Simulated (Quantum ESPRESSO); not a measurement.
## Ta3In3RuTi (input and log of a self-consistent run)

Computed values, not a measurement. The program is pw.x of Quantum ESPRESSO 7.5 (plane-wave density functional theory). The cell is made up: eight metal atoms on a face-centred cubic lattice, with elements, volume, strain and displacements drawn at random and not relaxed, so it may be unstable or far from any real phase. PseudoDojo standard norm-conserving files set the functional (PBE unless stated); there is no spin polarisation or spin-orbit coupling, the Fermi-Dirac width of 0.25 eV means electrons at about 2900 K, and the masses in the input are unused placeholders. Heavy elements are run without spin-orbit coupling, which real alloys of them have. A spin test at this wide smearing found no moment, but such smearing suppresses magnetism that the real alloy may have.

Input:

```
&control calculation='scf', pseudo_dir='./dojo.nc.sr.pbe.v0_5.standard.upf', outdir='./o', disk_io='minimal', tprnfor=.true., tstress=.true. /
&system ibrav=0, nat=8, ntyp=4, nbnd=67, ecutwfc=84.00895049, nosym=.true., tot_charge=0,
 occupations='smearing', smearing='fd', degauss=0.0183746611
/
&electrons conv_thr=1.470e-08, electron_maxstep=70, mixing_beta=0.5 /
ATOMIC_SPECIES
In 1.0 In.upf
Ru 1.0 Ru.upf
Ta 1.0 Ta.upf
Ti 1.0 Ti.upf
CELL_PARAMETERS angstrom
-4.1804 0.03 -0.0384
0.0684 -4.082 4.0617
-0.0257 6.1722 2.0801
ATOMIC_POSITIONS angstrom
Ta 0.0217 -0.0114 0.0122
In -0.0337 2.0676 2.0346
Ta 0.0095 -2.0512 2.0382
In 0.0087 0.052 4.0387
Ru -2.1383 4.1704 2.0068
In -2.0562 0.027 1.9927
Ti -2.015 2.0821 4.0602
Ta -2.0325 -2.0134 4.0519
K_POINTS automatic
6 5 4 1 1 1
```

The log is shortened where brackets say so; the opening notice, blank lines, dates and the lines on written files are dropped, and the path of the files is cut. It prints rydbergs, bohrs and kilobars, and counts compression as positive stress. Its total energy is the free energy E - TS of the whole cell.

```
     Program PWSCF v.7.5
     Parallel version (MPI & OpenMP), running on       4 processor cores
     Number of MPI processes:                 4
     Threads/MPI process:                     1
     [start-up lines left out]
     bravais-lattice index     =            0
     lattice parameter (alat)  =       7.9003  a.u.
     unit-cell volume          =     946.6369 (a.u.)^3
     number of atoms/cell      =            8
     number of atomic types    =            4
     number of electrons       =       106.00
     number of Kohn-Sham states=           67
     kinetic-energy cutoff     =      84.0090  Ry
     charge density cutoff     =     336.0358  Ry
     scf convergence threshold =      1.5E-08
     mixing beta               =       0.5000
     number of iterations used =            8  plain     mixing
     Exchange-correlation= PBE
                           (   1   4   3   4   0   0   0)
     [axes and pseudopotential details left out]
   Cartesian axes
     site n.     atom                  positions (alat units)
         1        Ta     tau(   1) = (   0.0051905  -0.0027268   0.0029182  )
         2        In     tau(   2) = (  -0.0080609   0.4945602   0.4866668  )
         3        Ta     tau(   3) = (   0.0022724  -0.4906374   0.4875279  )
         4        In     tau(   4) = (   0.0020810   0.0124382   0.9660381  )
         5        Ru     tau(   5) = (  -0.5114713   0.9975401   0.4800171  )
         6        In     tau(   6) = (  -0.4918334   0.0064583   0.4766445  )
         7        Ti     tau(   7) = (  -0.4819785   0.4980286   0.9711808  )
         8        Ta     tau(   8) = (  -0.4861645  -0.4815958   0.9691955  )
     number of k points=    60  Fermi-Dirac smearing, width (Ry)=  0.0184
                       cart. coord. in units 2pi/alat
        k(    1) = (  -0.0843730   0.0367142   0.1412479), wk =   0.0333333
        k(    2) = (  -0.0846330   0.1632050   0.2683753), wk =   0.0333333
     [further k points left out]
     Dense  grid:    98493 G-vectors     FFT dimensions: (  48,  64,  72)
     Estimated max dynamical RAM per process >     366.91 MB
     Estimated total dynamical RAM >       1.36 GB
     Initial potential from superposition of free atoms
     starting charge     105.9832, renormalised to     106.0000
     Starting wfcs are   77 randomized atomic wfcs
     total cpu time spent up to now is        7.8 secs
     per-process dynamical memory:   294.6 Mb
     Self-consistent Calculation
     iteration #  1     ecut=    84.01 Ry     beta= 0.50
     Davidson diagonalization with overlap
     ethr =  1.00E-02,  avg # of iterations =  2.2
     total cpu time spent up to now is       21.9 secs
     total energy              =   -1109.41412713 Ry
     estimated scf accuracy    <       1.29539441 Ry
     iteration #  2     ecut=    84.01 Ry     beta= 0.50
     Davidson diagonalization with overlap
     ethr =  1.22E-03,  avg # of iterations =  4.3
     total cpu time spent up to now is       39.9 secs
     total energy              =   -1109.48444085 Ry
     estimated scf accuracy    <       9.02108870 Ry
     iteration #  3     ecut=    84.01 Ry     beta= 0.50
     Davidson diagonalization with overlap
     ethr =  1.22E-03,  avg # of iterations =  3.2
     total cpu time spent up to now is       54.5 secs
     total energy              =   -1110.09117237 Ry
     estimated scf accuracy    <       0.25089140 Ry
     iteration #  4     ecut=    84.01 Ry     beta= 0.50
     Davidson diagonalization with overlap
     ethr =  2.37E-04,  avg # of iterations =  5.3
     total cpu time spent up to now is       70.7 secs
     total energy              =   -1110.13235310 Ry
     estimated scf accuracy    <       0.05058072 Ry
     iteration #  5     ecut=    84.01 Ry     beta= 0.50
     Davidson diagonalization with overlap
     ethr =  4.77E-05,  avg # of iterations =  5.8
     total cpu time spent up to now is       87.2 secs
     total energy              =   -1110.12672293 Ry
     estimated scf accuracy    <       0.16722160 Ry
     [iterations 6 to 11 left out]
     iteration # 12     ecut=    84.01 Ry     beta= 0.50
     Davidson diagonalization with overlap
     ethr =  1.20E-08,  avg # of iterations =  3.3
     total cpu time spent up to now is      180.2 secs
     total energy              =   -1110.13976011 Ry
     estimated scf accuracy    <       0.00000143 Ry
     iteration # 13     ecut=    84.01 Ry     beta= 0.50
     Davidson diagonalization with overlap
     ethr =  1.35E-09,  avg # of iterations =  4.7
     total cpu time spent up to now is      196.8 secs
     total energy              =   -1110.13976038 Ry
     estimated scf accuracy    <       0.00000008 Ry
     iteration # 14     ecut=    84.01 Ry     beta= 0.50
     Davidson diagonalization with overlap
     ethr =  7.37E-11,  avg # of iterations =  4.7
     total cpu time spent up to now is      213.4 secs
     total energy              =   -1110.13976040 Ry
     estimated scf accuracy    <       0.00000003 Ry
     iteration # 15     ecut=    84.01 Ry     beta= 0.50
     Davidson diagonalization with overlap
     ethr =  3.06E-11,  avg # of iterations =  2.6
     total cpu time spent up to now is      226.5 secs
     total energy              =   -1110.13976040 Ry
     estimated scf accuracy    <       0.00000005 Ry
     iteration # 16     ecut=    84.01 Ry     beta= 0.50
     Davidson diagonalization with overlap
     ethr =  3.06E-11,  avg # of iterations =  1.7
     total cpu time spent up to now is      238.4 secs
     End of self-consistent calculation
     [lines on levels left out]
!    total energy              =   -1110.13976040 Ry
     estimated scf accuracy    <          8.3E-09 Ry
     smearing contrib. (-TS)   =      -0.10046038 Ry
     internal energy E=F+TS    =   -1110.03930001 Ry
     The total energy is F=E-TS. E is the sum of the following terms:
     one-electron contribution =    -189.17934111 Ry
     hartree contribution      =     168.75490484 Ry
     xc contribution           =    -261.20188642 Ry
     ewald contribution        =    -828.41297732 Ry
     convergence has been achieved in  16 iterations
     Forces acting on atoms (cartesian axes, Ry/au):
     atom    1 type  3   force =     0.00033182   -0.02457131   -0.04638205
     atom    2 type  1   force =     0.01880230    0.06095335    0.00835710
     atom    3 type  3   force =     0.01180262   -0.03471384   -0.02258522
     atom    4 type  1   force =     0.01603302    0.00050665    0.05756391
     atom    5 type  2   force =     0.00531784    0.00504410    0.00729771
     atom    6 type  1   force =    -0.01362750   -0.04165922   -0.02443306
     atom    7 type  4   force =    -0.02465361    0.01819831    0.01484480
     atom    8 type  3   force =    -0.01400650    0.01624197    0.00533681
     Total force =     0.128811     Total SCF correction =     0.000368
     Computing stress (Cartesian axis) and pressure
          total   stress  (Ry/bohr**3)                   (kbar)     P=      114.77
   0.00052151   0.00005718  -0.00008014           76.72        8.41      -11.79
   0.00005718   0.00085520  -0.00007260            8.41      125.80      -10.68
  -0.00008014  -0.00007260   0.00096385          -11.79      -10.68      141.79
     init_run     :      6.15s CPU      6.41s WALL (       1 calls)
     electrons    :    229.11s CPU    230.68s WALL (       1 calls)
     forces       :      2.40s CPU      2.43s WALL (       1 calls)
     stress       :      8.17s CPU      8.39s WALL (       1 calls)
     [timing details left out]
     PWSCF        :   4m 7.25s CPU   4m 9.34s WALL
     JOB DONE.
```

In other units: free energy -15104.221 eV for the cell, pressure 11.48 GPa, largest force component 1.567 eV/Å in size. The run took 251 s of wall time with four MPI processes on a shared machine (Intel Xeon, 2023 or later, virtual cores), so the time is rough. A rerun of this cell at a higher cutoff and on a denser mesh moved values by no more than 0.002 eV in energy, 0.02 GPa in stress and 0.004 eV/Å in force, and a second program with other atomic files agreed on that cell to 2 % rms in force and 0.5 GPa in pressure.